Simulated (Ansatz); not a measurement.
According to PBEsol (plane waves, PAW; program Ansatz), Ge in the cubic phase (I4_132; Ge on 8a) relaxes to a = 6.803 Å. Ge has 3 nearest neighbours from 2.41 Å (trigonal planar).

Electronic character: metallic (no gap). Gap from PBEsol with spin–orbit coupling: none (metallic).

An equation-of-state fit gives a bulk modulus of 25.3 GPa. The relaxed-ion elastic constants in GPa are C11 = 22.4, C12 = 27.6, C44 = -5.0.

The start of the workflow was typed in or built on a structure type; neither database checked (COD, Materials Project) lists it. It is not the phase usual at ambient conditions (space group No. 227). Symmetry was held in the PBEsol relaxation. At this level the phase is mechanically unstable. The volume moved by 44 % from the start of the relaxation. As this level gives no gap, shear constants depend on the k-mesh and smearing (Fermi–Dirac, 0.1 eV here). Scalar-relativistic: spin–orbit coupling is off unless named, which matters more the heavier the elements.

Potentials: the later of the program's two PAW sets.
